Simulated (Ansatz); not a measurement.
K: the volume at rest

K in the bcc lattice, starting from this typed cell of 73.60 Å³ an atom.

```yaml
# lattice in Å, fractional positions
crystal:
  lattice:
    - [-2.64000, 2.64000, 2.64000]
    - [2.64000, -2.64000, 2.64000]
    - [2.64000, 2.64000, -2.64000]
  atoms:
    - { symbol: K, position: [0.00000, 0.00000, 0.00000] }
```

Computed with Ansatz (plane-wave DFT, scalar-relativistic): k mesh 8×8×8; Fermi–Dirac smearing of 0.1 eV; no spin. Cell and atoms are relaxed to zero stress with the symmetry kept and no dispersion correction.

Caveats: coarse k mesh.

Question: What volume results under PBE, and how much do the potentials matter?

Answer: 
```tsv
functional	potentials	cutoff (eV)	volume (Å³/atom)	change (%)
PBE	all-electron PAW datasets (no frozen core)	200	74.09	0.7
PBE	Ansatz hand-made PAW	390	74.09	0.7
PBE	PseudoDojo norm-conserving	1007	74.08	0.7
PBE	Ansatz norm-conserving	850	74.10	0.7
```
